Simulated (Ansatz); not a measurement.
Below is a relaxed structure of Sn3PbS4. The cell was found from a structure generator's guess, not taken from experiment.

The calculation used Ansatz 0.2.0, DFT PBE, scalar-relativistic, plane waves, PAW. Cutoff 420 eV, Γ-centred mesh, Gaussian smearing, no spin polarisation.

```xyz
8
Lattice="4.1669 0.0000 0.0000 0.0000 4.1669 0.0000 0.0000 0.0000 11.7845" Properties=species:S:1:pos:R:3 pbc="T T T"
Sn    0.0000    0.0000    8.8620
Sn    2.0835    2.0835    0.0000
Sn    0.0000    0.0000    2.9224
Pb    2.0835    2.0835    5.8922
S     0.0000    0.0000    0.0000
S     2.0835    2.0835    2.8949
S     0.0000    0.0000    5.8922
S     2.0835    2.0835    8.8896
```

Formation energies are uncorrected and refer to the elements' standard structures at the same level. The references include grey tin.

Task: Find its symmetry and describe it.

Result: P4/mmm (No. 123), with Sn and Pb ordered on rock salt sites. Conventional cell: a = 4.167 Å, c = 11.784 Å. Around Sn on a site of symmetry 4mm lie 6 S at 2.92–2.97 Å; Sn on a site of symmetry 4/mmm is surrounded by 6 S at 2.89–2.95 Å; around Pb lie 6 S at 2.95–3.00 Å; S on a site of symmetry 4/mmm is surrounded by 6 Sn at 2.92–2.95 Å; 2 more sites not described.

Task: How far does it lie from the elements in energy?

Result: −0.443 eV/atom. A negative formation energy is needed for stability but isn't enough: competing phases decide.

Task: Is it a metal?

Result: No, the gap on the 8×8×4 mesh is 0.12 eV.

The last run used an 8×8×4 mesh (in the run's order of axes) for its 8-atom cell and Gaussian smearing of 0.01 eV. Spin–orbit coupling, which can matter for Pb, is left out. Kohn–Sham gaps at this level usually fall short of measured ones. The missing spin–orbit coupling can work the other way here. The reference form of S is held partly by dispersion forces, which this level lacks. Small gaps are read on the mesh alone, and bands can cross between its points. Symmetry constrained the relaxation, so the result can be a saddle point.
